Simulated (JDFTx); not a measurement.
An input for JDFTx (a modified build) (Rh(111), linear PCM (GLSSA13), water, 1 M NaCl; bohr, hartree) and the course of its log:

```
lattice \
  5.0856823471 2.5428411736 0.0000000000 \
  0.0000000000 4.4043301034 0.0000000000 \
  0.0000000000 0.0000000000 57.8256194135
coords-type Lattice
ion Rh 0.0000000000 0.0000000000 -0.1077145980 0
ion Rh 0.3333333333 0.3333333333 -0.0359048660 0
ion Rh 0.6666666667 0.6666666667 0.0359048660 0
ion Rh 0.0000000000 0.0000000000 0.1077145980 0
ion-species pseudo/rh_pbe_v1.4.upf
elec-cutoff 20 100
elec-ex-corr gga-PBE
coulomb-interaction Slab 001
coulomb-truncation-embed 0 0 0
kpoint-folding 10 10 1
elec-smearing Fermi 0.01
elec-n-bands 41
electronic-scf nIterations 100 energyDiffThreshold 1e-08
fluid LinearPCM
pcm-variant GLSSA13
fluid-solvent H2O
fluid-cation Na+ 1
fluid-anion Cl- 1
fluid-minimize nIterations 400 knormThreshold 1e-11
wavefunction read vac.wfns
elec-initial-eigenvals vac.eigenvals
dump-name f0.$VAR
dump End State Ecomponents EigStats BandEigs Forces ElecDensity IonicPositions Fillings Kpoints Dtot FluidDebug BoundCharge FluidDensity
```

```
[one cycle in 5 is shown, and the last three; fluid-solver lines are left out]
	FillingsUpdate:  mu: -0.180393213  nElectrons: 60.000000
SCF: Cycle:  0   F: -326.255352424990178   dF: -3.519e-06   |Residual|: 4.906e-04   |deigs|: 2.533e-05
	FillingsUpdate:  mu: -0.180230799  nElectrons: 60.000000
SCF: Cycle:  5   F: -326.255354281987081   dF: -4.346e-08   |Residual|: 7.249e-05   |deigs|: 6.082e-05
	FillingsUpdate:  mu: -0.180220339  nElectrons: 60.000000
SCF: Cycle: 10   F: -326.255354372180932   dF: -1.760e-08   |Residual|: 2.241e-05   |deigs|: 5.908e-05
	FillingsUpdate:  mu: -0.180262129  nElectrons: 60.000000
SCF: Cycle: 15   F: -326.255354394304788   dF: +2.316e-09   |Residual|: 3.514e-05   |deigs|: 3.659e-05
	FillingsUpdate:  mu: -0.180242215  nElectrons: 60.000000
SCF: Cycle: 20   F: -326.255354386146848   dF: +1.600e-09   |Residual|: 3.220e-05   |deigs|: 5.209e-05
	FillingsUpdate:  mu: -0.180254565  nElectrons: 60.000000
SCF: Cycle: 25   F: -326.255354339412236   dF: +2.494e-09   |Residual|: 9.021e-05   |deigs|: 3.204e-06
	FillingsUpdate:  mu: -0.180277796  nElectrons: 60.000000
SCF: Cycle: 30   F: -326.255354393845550   dF: -6.773e-08   |Residual|: 1.598e-05   |deigs|: 1.436e-05
	FillingsUpdate:  mu: -0.180247790  nElectrons: 60.000000
SCF: Cycle: 35   F: -326.255354373944101   dF: -5.067e-09   |Residual|: 2.713e-05   |deigs|: 1.630e-05
	FillingsUpdate:  mu: -0.180297892  nElectrons: 60.000000
SCF: Cycle: 40   F: -326.255354375354500   dF: +1.643e-08   |Residual|: 2.305e-05   |deigs|: 4.214e-05
	FillingsUpdate:  mu: -0.180285932  nElectrons: 60.000000
SCF: Cycle: 45   F: -326.255354396695395   dF: -9.422e-08   |Residual|: 2.009e-05   |deigs|: 2.461e-05
	FillingsUpdate:  mu: -0.180284376  nElectrons: 60.000000
SCF: Cycle: 50   F: -326.255354396424480   dF: -1.007e-07   |Residual|: 1.116e-05   |deigs|: 1.586e-05
	FillingsUpdate:  mu: -0.180300123  nElectrons: 60.000000
SCF: Cycle: 55   F: -326.255354287460420   dF: +1.037e-07   |Residual|: 7.334e-05   |deigs|: 3.661e-05
	FillingsUpdate:  mu: -0.180271620  nElectrons: 60.000000
SCF: Cycle: 60   F: -326.255354394932056   dF: -3.859e-08   |Residual|: 1.224e-05   |deigs|: 2.024e-05
	FillingsUpdate:  mu: -0.180268115  nElectrons: 60.000000
SCF: Cycle: 65   F: -326.255354398411043   dF: -1.751e-09   |Residual|: 5.209e-06   |deigs|: 9.730e-06
	FillingsUpdate:  mu: -0.180251434  nElectrons: 60.000000
SCF: Cycle: 70   F: -326.255354389464799   dF: -1.294e-08   |Residual|: 3.251e-05   |deigs|: 8.224e-06
	FillingsUpdate:  mu: -0.180275199  nElectrons: 60.000000
SCF: Cycle: 75   F: -326.255354291781259   dF: +7.411e-08   |Residual|: 9.553e-05   |deigs|: 3.218e-05
	FillingsUpdate:  mu: -0.180248657  nElectrons: 60.000000
SCF: Cycle: 80   F: -326.255354363358322   dF: +5.952e-09   |Residual|: 3.194e-05   |deigs|: 6.226e-06
	FillingsUpdate:  mu: -0.180268361  nElectrons: 60.000000
SCF: Cycle: 85   F: -326.255354390990476   dF: +5.953e-09   |Residual|: 2.528e-05   |deigs|: 1.086e-05
	FillingsUpdate:  mu: -0.180243971  nElectrons: 60.000000
SCF: Cycle: 90   F: -326.255354369113547   dF: +1.088e-08   |Residual|: 3.430e-05   |deigs|: 3.835e-05
	FillingsUpdate:  mu: -0.180256460  nElectrons: 60.000000
SCF: Cycle: 95   F: -326.255354387349030   dF: -3.811e-08   |Residual|: 4.237e-05   |deigs|: 1.556e-05
	FillingsUpdate:  mu: -0.180281635  nElectrons: 60.000000
SCF: Cycle: 97   F: -326.255354104907497   dF: +2.901e-07   |Residual|: 1.337e-04   |deigs|: 3.140e-05
	FillingsUpdate:  mu: -0.180252819  nElectrons: 60.000000
SCF: Cycle: 98   F: -326.255354327733926   dF: -2.228e-07   |Residual|: 8.096e-05   |deigs|: 3.778e-05
	FillingsUpdate:  mu: -0.180243595  nElectrons: 60.000000
SCF: Cycle: 99   F: -326.255354391938567   dF: -6.420e-08   |Residual|: 3.809e-05   |deigs|: 2.784e-05
SCF: None of the convergence criteria satisfied after 100 iterations.
IonicMinimize: Iter:   0  F: -326.255354391938567  |grad|_K:  0.000e+00
IonicMinimize: Converged (|grad|_K<1.000000e-04).
```

This run gave no converged result. The loop ran out of cycles short of its threshold. It has stalled and not diverged: the last ten energies span 3e-07 Ha, so the total is near its end, but levels, forces and charges aren't shown converged.
